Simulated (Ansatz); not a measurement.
ZnSe (zinc blende)

```
CELL_PARAMETERS angstrom
      0.00000     5.73301     5.73301
      2.86650     0.00000     2.86650
      2.86650     2.86650     0.00000
ATOMIC_POSITIONS crystal
  Se 0.37500 0.75000 0.75000
  Se 0.87500 0.75000 0.75000
  Zn 0.00000 0.00000 0.00000
  Zn 0.50000 0.00000 0.00000
```

A phonon eigenvector at L = (0.5, 0.0, 0.0) is frozen into this cell: atom i moves by Q times the vector below, so Q is the largest atomic displacement, in Å. The cell is held. It is one choice among 2 degenerate patterns. (q is in reciprocal vectors of the primitive cell; the cell shown is doubled to hold the pattern.)

| atom | x | y | z |
|---|---|---|---|
| Se1 | -0.247 | 0.450 | -0.697 |
| Se2 | 0.247 | -0.450 | 0.697 |
| Zn3 | 0.285 | -0.520 | 0.805 |
| Zn4 | -0.285 | 0.520 | -0.805 |

All values below come from PBE (plane waves to 420 eV, PAW, scalar-relativistic; Ansatz, a first-principles code). k mesh 5×10×10 (Γ-centred), Fermi-Dirac smearing 0.05 eV. The energy includes the smearing's −TS. ZnSe was relaxed with its symmetry unable to fall. The zero of ΔE is the undisplaced structure.

```tsv
Q (Å)	ΔE (meV/cell)
-0.180	44.2
-0.120	19.4
-0.060	4.8
0.000	0.0
0.060	4.8
0.120	19.4
0.180	44.2
```

Which DFPT wavenumber at L = (0.5, 0.0, 0.0) belongs to this mode?
A) 195 cm⁻¹
B) 54 cm⁻¹
C) 165 cm⁻¹

B, 54 cm⁻¹. The curvature of the scan gives 54 cm⁻¹

(For displaced atoms, the force is minus the slope of the energy, and its curvature is a force constant, which sets phonon frequencies.)
